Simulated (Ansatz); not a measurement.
Values for one crystal, relaxed and computed with r²SCAN in the plane-wave PAW code Ansatz; other levels are named.

```yaml
volume_per_atom: 30.70 Å³
electronic_character: metallic (no gap)
Density of states at the Fermi level: 1.1 states/eV per atom (mean over ±0.08 eV)
Formation energy from the elements (no fitted shifts): -810 meV/atom
```

Question: Which of these materials gives this?
A. La2MgSi2, P4/mbm (La on 4h, Mg on 2a, Si on 4g)
B. Y2Al3Si2, C2/m (Y on 4i, Al on 4i, Al on 2a, Si on 4i)
C. La5Ge3, P6_3/mcm (La on 4d, La on 6g, Ge on 6g)
D. TaSiNi, Pnma (Ta on 4c, Si on 4c, Ni on 4c)

Answer: C, La5Ge3, P6_3/mcm (La on 4d, La on 6g, Ge on 6g)

The first step of the workflow began from a Materials Project structure, measured or hypothetical; the Crystallography Open Database copy checked does not list it. Its standing as an ambient phase is unchecked. The r²SCAN relaxation kept the symmetry of its start; whether a distortion lowers the energy is not shown. The references are the lowest solids computed at this level, not always the standard phases. Scalar-relativistic: spin–orbit coupling is off unless named, which matters more the heavier the elements.

Potentials: the earlier of the program's two PAW sets.
